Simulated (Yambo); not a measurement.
Yambo run on TaAgO$_{3}$ (space group R-3c, No. 167). The wavefunctions are LDA (Quantum ESPRESSO, PseudoDojo norm-conserving, 86 Ry, scalar-relativistic) ones on a 2×2×2 mesh (50 occupied bands); a = b = c = 5.651 Å, α = β = γ = 59.12°.

Yambo input:

```
rim_cut
gw0
dyson
el_el_corr
HF_and_locXC
ppa
em1d
RandQpts= 1000000
RandGvec= 1 Ry
EXXRLvcs= 86 Ry
VXCRLvcs= 344 Ry
Chimod= "HARTREE"
% BndsRnXp
 11 | 72 |
%
NGsBlkXp= 7 Ry
% LongDrXp
 1.0 | 1.0 | 1.0 |
%
PPAPntXp= 27.2114 eV
% GbndRnge
 1 | 72 |
%
GTermKind= "BG"
DysSolver= "n"
ExtendOut
% QPkrange
 2 | 2 | 50 | 50 |
 3 | 3 | 50 | 51 |
%
```

k points by index: 2 = L, 3 = F.

Resulting energies as the program prints them:

```
#    K-point    Band    Eo [eV]    E [eV]    E-Eo [eV]    Vxc [eV]    Vnlxc [eV]    Sc|Eo [eV]    Sc|E [eV]    dSc/dw|Eo [eV]    Re(Z)    Im(Z)
#
    2    50    0.000000    -0.652810    -0.652810    -23.04526    -28.74136    4.833054    5.043294    -8.760313    0.756461    -0.001956
    3    50    -0.015814    -0.722328    -0.706514    -23.25383    -29.04504    4.857354    5.084699    -8.753223    0.756611    -0.001954
    3    51    1.886958    3.674567    1.787609    -15.21837    -9.130869    -3.881622    -4.299890    -6.366324    0.810397    -0.001551
```
(The two width columns are left out.) Convergence of these settings isn't established.

Spin-orbit coupling is not included.

Geometry of the Materials Project entry, not relaxed at this level.

The structure is a Materials Project entry; no match was found in the copy of COD used, and its stability was not checked.
